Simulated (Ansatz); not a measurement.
Here is an unrelaxed guess for TiBr.

```cif
data_structure
_symmetry_space_group_name_H-M 'P 1'
_symmetry_Int_Tables_number 1
_cell_length_a 4.1137
_cell_length_b 4.1137
_cell_length_c 3.2782
_cell_angle_alpha 90.000
_cell_angle_beta 90.000
_cell_angle_gamma 90.000
_cell_volume 55.48
loop_
_atom_site_label
_atom_site_type_symbol
_atom_site_fract_x
_atom_site_fract_y
_atom_site_fract_z
_atom_site_occupancy
Ti1 Ti 0.00000 0.00000 0.00000 1
Br1 Br 0.50000 0.50000 0.50000 1
```

Computed with DFT PBE, scalar-relativistic, plane waves, PAW in Ansatz 0.2.0. Cutoff 420 eV; k points 4×4×6 on the computed 2-atom cell (Γ-centred); Gaussian smearing, width 0.10 eV; collinear spin from starting moments 1.0 0.0 μB.

Formation energies are uncorrected and refer to the elements' standard structures at the same level. The references include crystalline Br.

Question: What does a single point on this coarse mesh give?

Answer: The pressure is -6.2 GPa (the mean over three directions, positive in compression), the largest force is 0.00 eV/Å (symmetry fixes the atoms), and the energy is +0.44 eV/atom against the elements. The shortest distance is 3.28 Å.

Question: How much does it gain on relaxing, and where does it end?

Answer: Relaxing gains about 0.46 eV/atom (the start's value is from the coarse mesh, so the gain is rough) in 16 ionic steps and ends at −0.02 eV/atom on the finer mesh. The symmetry goes from P4/mmm (No. 123) to Pm-3m (No. 221). The end has the caesium chloride type. The volume per atom shrinks by 36.6 %, from 27.7 to 17.6 Å³. The shortest distance goes from 3.28 Å (Br–Br and Ti–Ti) to 2.84 Å (Ti–Br). Conventional cell: a = 3.276 Å. Ti has 8 Br at 2.84 Å and 6 Ti at 3.28 Å; around Br lie 8 Ti at 2.84 Å and 6 Br at 3.28 Å.

The last run used collinear spin, a 16×16×16 mesh for its 2-atom cell and Gaussian smearing of 0.10 eV. For metals, differences of a few meV/atom aren't resolved. In such compounds of Ti a zero gap at this level may well be an artefact, since no Hubbard U is applied. The reference form of Br is held partly by dispersion forces, which this level lacks. Another magnetic order may lie lower. The relaxation can't lower the symmetry of the start. Symmetry constrained the relaxation, so the result can be a saddle point.
